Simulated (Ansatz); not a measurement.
**Property card for CaGaGeH**

CaGaGeH:
```yaml
crystal:
  lattice:
    - [4.05464, 0.00000, 0.00000]
    - [-2.02732, 3.51142, 0.00000]
    - [0.00000, 0.00000, 4.56616]
  atoms:
    - { symbol: Ca, position: [0.33333, 0.66667, 0.99561] }
    - { symbol: Ga, position: [0.00000, 0.00000, 0.56239] }
    - { symbol: Ge, position: [0.66667, 0.33333, 0.42185] }
    - { symbol: H, position: [0.00000, 0.00000, 0.93895] }
```

Space group P3m1 (No. 156); conventional cell a = 4.055 Å, b = 4.055 Å, c = 4.566 Å, α = 90.00°, β = 90.00°, γ = 120.00°.

Method: the program Ansatz at the LDA level (PAW). Structure relaxed to zero pressure with the same functional. Other levels are named where they apply.

**Cell and energy**

```yaml
volume_per_atom: 16.25 Å³
density: 4.69 g/cm³
Formation energy from the elements (no fitted shifts): -0.54 eV/atom
```

**Electronic structure**

```yaml
band_gap: 0.22 eV (indirect)
valence_band_maximum: at A
conduction_band_minimum: at M (3 equivalent valleys)
smallest_direct_gap_on_the_standard_path: 0.89 eV
electron_effective_mass: 0.14, 0.26, 4.9 mₑ (principal values)
hole_effective_mass: 0.17, 0.27, 0.27 mₑ (principal values)
```

**Mechanics**

```yaml
Bulk modulus (Birch–Murnaghan fit): 56.2 GPa
Pressure derivative B′: 3.9
Elastic constants (relaxed ions, GPa): C11 = 165, C12 = 45.6, C13 = 25.3, C14 = -14.6, C33 = 76.0, C44 = 43.6
mechanical_stability: stable (all eigenvalues of C positive)
hill_bulk_and_shear_moduli: 61.4 and 46.9 GPa
Young's modulus: 112 GPa
Poisson's ratio: 0.20
debye_temperature_from_the_elastic_constants: 410 K
```

**Phonons**

```yaml
Highest zone-centre frequency (without LO–TO term): 1225 cm⁻¹
zone_centre_stability: no imaginary mode at Γ
```

The first step of the workflow began from a Materials Project structure, measured or hypothetical; the Crystallography Open Database files this formula in space group No. 156, but the cells were not matched. Its standing as an ambient phase is unchecked. The LDA relaxation kept the symmetry of its start. The references are the lowest solids computed at this level, not always the standard phases (solids in place of the gases). Scalar-relativistic: spin–orbit coupling is off unless named, which matters more the heavier the elements.

Potentials: the later of the program's two PAW sets.
